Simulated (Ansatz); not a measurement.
Computed with DFT PBE, scalar-relativistic, plane waves, PAW in Ansatz. Settings: cutoff 420 eV, Γ-centred meshes spaced at most about 0.3 Å⁻¹, and about 0.25 Å⁻¹ or finer for metals (2π included), Gaussian smearing. No spin polarisation in the final relaxations.

Temperature and zero-point effects are left out.

Two relaxed structures of Zr₂TiB₂:

1.

```cif
data_structure
_symmetry_space_group_name_H-M 'P4/mmm'
_symmetry_Int_Tables_number 123
_cell_length_a 3.0091
_cell_length_b 3.0091
_cell_length_c 8.5928
_cell_angle_alpha 90.000
_cell_angle_beta 90.000
_cell_angle_gamma 90.000
_cell_volume 77.81
loop_
_atom_site_label
_atom_site_type_symbol
_atom_site_symmetry_multiplicity
_atom_site_Wyckoff_symbol
_atom_site_fract_x
_atom_site_fract_y
_atom_site_fract_z
_atom_site_occupancy
Zr1 Zr 2 h 0.50000 0.50000 0.72252 1
Ti1 Ti 1 a 0.00000 0.00000 0.00000 1
B1 B 2 e 0.50000 0.00000 0.50000 1
```

2.

```cif
data_structure
_symmetry_space_group_name_H-M 'P-6m2'
_symmetry_Int_Tables_number 187
_cell_length_a 3.1548
_cell_length_b 3.1548
_cell_length_c 8.5393
_cell_angle_alpha 90.000
_cell_angle_beta 90.000
_cell_angle_gamma 120.000
_cell_volume 73.61
loop_
_atom_site_label
_atom_site_type_symbol
_atom_site_symmetry_multiplicity
_atom_site_Wyckoff_symbol
_atom_site_fract_x
_atom_site_fract_y
_atom_site_fract_z
_atom_site_occupancy
Zr1 Zr 2 g 0.00000 0.00000 0.79389 1
Ti1 Ti 1 f 0.66667 0.33333 0.50000 1
B1 B 1 c 0.33333 0.66667 0.00000 1
B2 B 1 e 0.66667 0.33333 0.00000 1
```

Problem. Which would you expect to be lower, and how large is the difference?

Solution. Cell 2 is lower, by 0.77 eV/atom. Cell 1 has space group P4/mmm (No. 123), 15.6 Å³/atom and no gap on its mesh; cell 2 has space group P-6m2 (No. 187), 14.7 Å³/atom and no gap. Counting B atoms around Ti and Zr (those within 1.25 times the shortest such distance or 1.15 times the sum of covalent radii; a plus sign parts nearer from farther groups; the shortest distance is added where it is long for a bond), cell 1 has Zr 4, Ti 8+16 from 4.6 Å and cell 2 has Zr 6, Ti 8+12 from 4.3 Å. Cell 2 holds B–B nets (shortest 1.82 Å); in cell 1 the shortest B–B distance is 2.13 Å, near bonding range too. The denser one is the lower, and pressure would at first widen the difference. In cell 1, around Zr lie 4 B at 2.43 Å, 4 Zr at 3.01 Å and 4 Ti at 3.20 Å; Ti is surrounded by 4 Ti at 3.01 Å and 8 Zr at 3.20 Å; around B lie 4 B at 2.13 Å and 4 Zr at 2.43 Å. In cell 2, Zr is surrounded by 6 B at 2.53 Å, 3 Ti at 3.10 Å and 6 Zr at 3.15 Å; Ti has 6 Zr at 3.10 Å and 6 Ti at 3.15 Å; B on its first site is surrounded by 3 B at 1.82 Å and 6 Zr at 2.53 Å; 1 more site not described. Both come from invented guesses.

Cells relaxed within their symmetry can be saddle points. The P-6m2 cell of Zr2TiB2 came from shaking the P4/mmm one.
